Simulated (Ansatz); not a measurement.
MoS$_{2}$:
Space group R3m, hexagonal axes (No. 160); a = b = 3.185 Å, c = 19.495 Å, α = β = 90.00°, γ = 120.00°

```json
[
 {"atom": "Mo", "site": "3a", "symmetry": "3m", "x": "0.0000", "y": "0.0000", "z": "0.0002"},
 {"atom": "S", "site": "3a", "symmetry": "3m", "x": "0.0000", "y": "0.0000", "z": "0.5872"},
 {"atom": "S", "site": "3a", "symmetry": "3m", "x": "0.0000", "y": "0.0000", "z": "0.7465"}
]
```
(The calculation used a cell of 3 atoms; values per cell refer to that cell.)

Relaxed with r²SCAN.

**Question.** Which orbitals make up the states near the band edges in r²SCAN in the plane-wave PAW code Ansatz?

**Answer.** Top 1 eV of the valence band: Mo 4d 67 %, S 3p 29 %. Bottom 1 eV of the conduction band: Mo 4d 65 %, S 3p 30 %. Projections are on Löwdin-orthogonalised atomic valence shells; empty p or d shells of many metals are not among them.

**Question.** Tabulate the density of states.

**Answer.** States/eV per cell of 3 atoms, in 0.25 eV bins, energy from the valence-band maximum.

| E (eV) | total | S 3p | Mo 4d | S 3s |
|---|---|---|---|---|
| -7.85 | 0.00 | 0.00 | 0.00 | 0.00 |
| -7.60 | 0.00 | 0.00 | 0.00 | 0.00 |
| -7.35 | 0.00 | 0.00 | 0.00 | 0.00 |
| -7.10 | 0.00 | 0.00 | 0.00 | 0.00 |
| -6.85 | 0.00 | 0.00 | 0.00 | 0.00 |
| -6.60 | 0.55 | 0.36 | 0.12 | 0.02 |
| -6.35 | 1.56 | 1.00 | 0.38 | 0.05 |
| -6.10 | 3.53 | 2.13 | 1.15 | 0.06 |
| -5.85 | 3.01 | 1.79 | 1.05 | 0.05 |
| -5.60 | 2.28 | 1.49 | 0.66 | 0.06 |
| -5.35 | 1.01 | 0.70 | 0.26 | 0.03 |
| -5.10 | 0.80 | 0.55 | 0.21 | 0.02 |
| -4.85 | 2.00 | 1.24 | 0.56 | 0.12 |
| -4.60 | 4.66 | 2.85 | 1.16 | 0.37 |
| -4.35 | 1.95 | 1.15 | 0.54 | 0.14 |
| -4.10 | 2.17 | 1.38 | 0.66 | 0.08 |
| -3.85 | 4.66 | 2.82 | 1.68 | 0.08 |
| -3.60 | 2.21 | 1.38 | 0.74 | 0.03 |
| -3.35 | 1.63 | 0.93 | 0.65 | 0.02 |
| -3.10 | 1.72 | 0.95 | 0.71 | 0.01 |
| -2.85 | 1.94 | 1.17 | 0.70 | 0.02 |
| -2.60 | 3.93 | 2.72 | 1.01 | 0.11 |
| -2.35 | 2.72 | 2.03 | 0.55 | 0.09 |
| -2.10 | 2.58 | 2.11 | 0.35 | 0.05 |
| -1.85 | 1.99 | 1.72 | 0.20 | 0.03 |
| -1.60 | 1.01 | 0.69 | 0.27 | 0.02 |
| -1.35 | 3.65 | 1.18 | 2.29 | 0.06 |
| -1.10 | 2.30 | 0.68 | 1.51 | 0.03 |
| -0.85 | 1.35 | 0.36 | 0.94 | 0.02 |
| -0.60 | 0.47 | 0.15 | 0.31 | 0.01 |
| -0.35 | 0.21 | 0.07 | 0.12 | 0.01 |
| -0.10 | 0.08 | 0.03 | 0.05 | 0.00 |
| 0.15 | 0.00 | 0.00 | 0.00 | 0.00 |
| 0.40 | 0.00 | 0.00 | 0.00 | 0.00 |
| 0.65 | 0.00 | 0.00 | 0.00 | 0.00 |
| 0.90 | 0.00 | 0.00 | 0.00 | 0.00 |
| 1.15 | 0.11 | 0.01 | 0.09 | 0.00 |
| 1.40 | 1.29 | 0.36 | 0.84 | 0.02 |
| 1.65 | 3.71 | 1.04 | 2.50 | 0.04 |
| 1.90 | 3.53 | 1.09 | 2.29 | 0.03 |
| 2.15 | 4.25 | 1.38 | 2.59 | 0.09 |
| 2.40 | 4.06 | 1.49 | 2.30 | 0.11 |
| 2.65 | 2.72 | 1.01 | 1.46 | 0.09 |
| 2.90 | 2.25 | 0.88 | 1.15 | 0.08 |
| 3.15 | 1.92 | 0.78 | 0.96 | 0.07 |
| 3.40 | 1.53 | 0.64 | 0.71 | 0.07 |
| 3.65 | 1.22 | 0.56 | 0.55 | 0.04 |
| 3.90 | 2.62 | 1.22 | 1.19 | 0.09 |
| 4.15 | 1.67 | 0.68 | 0.79 | 0.13 |
| 4.40 | 0.99 | 0.35 | 0.51 | 0.10 |
| 4.65 | 0.13 | 0.04 | 0.07 | 0.02 |
| 4.90 | 0.00 | 0.00 | 0.00 | 0.00 |
| 5.15 | 0.00 | 0.00 | 0.00 | 0.00 |
| 5.40 | 0.00 | 0.00 | 0.00 | 0.00 |
| 5.65 | 0.00 | 0.00 | 0.00 | 0.00 |
| 5.90 | 0.22 | 0.01 | 0.01 | 0.00 |

Symmetry was held in the r²SCAN relaxation. The run is not spin-polarised. A crystal of weakly bound layers computed without a dispersion correction: the cell and the soft elastic constants depend strongly on that. Scalar-relativistic: spin–orbit coupling is off unless named, which matters more the heavier the elements.

Potentials: the earlier of the program's two PAW sets.
